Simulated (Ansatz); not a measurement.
## Hf2ZrC3: a bulk modulus from differences

The cell was found from a proposed guess, not taken from experiment.

These are results of Ansatz, DFT PBE, scalar-relativistic, plane waves, PAW, not measurements. Settings of the last relaxation (6-atom cell): 420 eV, 12×12×4 k points, Gaussian smearing of 0.10 eV, no spin polarisation.

```
CELL_PARAMETERS angstrom
3.30218 0.00000 0.00000
-1.65109 2.85977 0.00000
0.00000 0.00000 8.09186
ATOMIC_POSITIONS crystal
Zr 0.00000 0.00000 0.00000
Hf 0.66667 0.33333 0.66566
Hf 0.33333 0.66667 0.33434
C 0.33333 0.66667 0.83059
C 0.66667 0.33333 0.16941
C 0.00000 0.00000 0.50000
```

The cell was set to several volumes, with shape and atoms relaxed at each where symmetry leaves them free. Pressure is positive in compression, and energies count from the lowest row. No row has a gap on its mesh.

| row | V (Å³/atom) | P (GPa) | ΔE (meV/atom) |
| --- | --- | --- | --- |
| 1 | 11.208 | 37.86 | 162.5 |
| 2 | 11.590 | ? | ? |
| 3 | 11.972 | 16.09 | 36.4 |
| 4 | 12.354 | 7.44 | 8.6 |
| 5 | 12.736 | -0.02 | 0.0 |
| 6 | 13.118 | -6.43 | 7.9 |
| 7 | 13.500 | -11.96 | 30.0 |
| 8 | 14.009 | -18.14 | 78.1 |

Question: Find B = −V·ΔP/ΔV from rows 4 and 6 and from rows 1 and 3, and from the two its slope B′ and its value B0 at zero pressure.

Answer: Rows 4 and 6 give −(12.354 + 13.118)/2 × (-6.43 − (7.44))/(13.118 − 12.354) = 231.2 GPa at a mean pressure of 0.51 GPa. Rows 1 and 3 give −(11.208 + 11.972)/2 × (16.09 − (37.86))/(11.972 − 11.208) = 330.3 GPa at a mean pressure of 26.98 GPa. So B′ = (330.3 − 231.2)/(26.98 − (0.51)) = 3.74 and B0 = 231.2 − 3.74 × (0.51) = 229.3 GPa. A third-order Birch–Murnaghan fit to all the energies gives B0 = 230.1 GPa and B′ = 4.0.

Question: Estimate the pressure and energy of row 2.

Answer: From row 5, V0 = 12.736 × (1 + (-0.02)/229.3) = 12.735 Å³/atom. Murnaghan's form P = (B0/B′)·[(V0/V)^B′ − 1] gives (229.3/3.74) × [(12.735/11.590)^3.74 − 1] = 25.90 GPa; the computed pressure is 26.15 GPa, so the estimate is off by -0.25 GPa. The work of compression from row 3, with the mean of the two pressures, gives ΔE = 36.4 + (25.90 + 16.09)/2 × (11.972 − 11.590)/160.2 × 1000 = 86.5 meV/atom (1 eV/Å³ = 160.2 GPa); the computed value is 86.5 meV/atom.

Spin–orbit coupling, which can matter for Hf, is left out. All volumes keep the k mesh of the relaxed cell. A later test with randomly moved atoms came back to the same energy, though modes that don't fit the test's cell weren't probed.
